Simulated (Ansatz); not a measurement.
## Sn: from a starting cell to a relaxed one

The start is a randomly generated symmetric cell of Sn (space group No. 191). The cell and all atomic positions are relaxed at zero pressure with r2SCAN (plane waves to 500 eV, PAW, scalar-relativistic; Ansatz, a first-principles code). First-step values are on the input's coarse k-mesh.

Ansatz input (later rounds restart from its end on a renewed k-mesh):
Ansatz 0.2 input:
```yaml
crystal:
  lattice:
    - [4.5137473, 0, 0]
    - [-2.2568736, 3.9090198, 0]
    - [0, 0, 3.4771461]
  atoms:
    - { symbol: Sn, position: [0.33333333, 0.66666667, 0.5] }
    - { symbol: Sn, position: [0.66666667, 0.33333333, 0.5] }
basis: { ecutwfc: 500, ecutrho_ratio: 4, xc_grid: 4, fft_grid_basis: typed }
kpoints: { mp_grid: { grid: [8, 8, 9] } }
hamiltonian:
  xc: r2scan
  dispersion: none
  pseudopotentials: { azcp: { folder: ./paw }, kind: paw }
scf: { occupations: { method: fermi_dirac, width: 0.05 } }
relax: { f_tol: 0.01, max_steps: 100, cell: { stress_tol: 0.02 } }
output: { forces: true, stress: true }
```

Question: What pressure does the first self-consistent step give?

Answer: +10.5 GPa (positive: the cell is compressed).

Question: How does the volume per atom move from start to end?

Answer: +12.1 %, from 30.68 to 34.40 Å³/atom.

Question: How do the shortest distances between atoms change?

Answer: The closest pairs of elements (up to four, under 3.6 Å), start → end: Sn–Sn 2.61 → 2.93 Å.

Question: What band gap does the relaxed structure have at this level?

Answer: No gap (metallic).

Question: Give the final cell and atomic positions.

Answer: 
Space group P6/mmm (No. 191); a = 5.076 Å, b = 5.076 Å, c = 3.083 Å, α = 90.00°, β = 90.00°, γ = 120.00°

| atom | site | symmetry | x | y | z |
|---|---|---|---|---|---|
| Sn | 2d | -6m2 | 0.3333 | 0.6667 | 0.5000 |

The space group stays P6/mmm (No. 191) (the run could not lower it), with 2 atoms in the primitive cell. Final values are on a 11×11×15 k-mesh of the relaxed cell. No spin polarisation in the result.

The run could not lose the symmetry of its start: the end is stationary, and may be a saddle point rather than a minimum.

All atoms sit on sites fixed by symmetry, so only the cell could relax.

The relaxed structure here is a generated cell of Sn: the first start was made by a random draw of sites in a space group, and the end was not matched to a known phase here, so it may be hypothetical. Known forms of Sn include space group No. 141, 227.
